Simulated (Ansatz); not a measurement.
## BePd, one cell by several methods

```
Be Pd
1.0
     2.78487    0.00000    0.00000
     0.00000    2.78487    0.00000
     0.00000    0.00000    2.81300
Be Pd
1 1
Direct
  0.00000 0.00000 0.00000
  0.50000 0.50000 0.50000
```

Atom numbers follow the list: Be1, Pd2.

Conventional cell: a = 2.785 Å, b = 2.785 Å, c = 2.813 Å, α = 90.00°, β = 90.00°, γ = 90.00°. Be (atom 1) has 8 Pd at 2.42 Å as nearest neighbours. Pd (atom 2) has 8 Be at 2.42 Å as nearest neighbours.

The cell comes from COD entry 9008808, which wasn't checked; take it as a given geometry. The listed cell was then made from it by scaling, straining or moving an atom.

Spin polarisation is left out, and whether a magnetic state lies lower isn't shown here.

Levels of theory: DFT, LDA, PAW with Ansatz's default frozen-core files, scalar-relativistic (Ansatz 0.2.0); DFT, LDA, all-electron PAW with datasets made for the crystal, scalar-relativistic (Ansatz 0.2.0); DFT, LDA, all-electron LAPW, scalar-relativistic (Ansatz 0.2.0).

For PAW: a Γ-centred 12×12×12 k mesh, Fermi–Dirac smearing of 0.08 eV, cutoff 420 eV, no spin polarisation; the PAW files were made with PBE, and the program remakes their frozen cores for this functional. The crystal-made all-electron datasets (AE datasets) take a cutoff of 280 eV at this cell. LAPW targets a basis error of 1 meV/atom. The Ansatz runs share mesh, smearing and spin set-up. Plane-wave (PAW) pressures include the program's estimate of the Pulay term.

Stress and pressure are positive in compression.

The change that made this cell: equal xx and yy strain of -1 %.

```tsv
quantity	PAW	AE datasets	LAPW
pressure (GPa)	-4.42	-4.45	-4.46
stress xx (GPa)	-4.27	-4.31	-4.31
stress zz (GPa)	-4.72	-4.75	-4.75
```

PAW's pressure differs from the LAPW value by +0.04 GPa. Datasets made for the crystal and LAPW share parts of one code, so their agreement isn't an independent check.
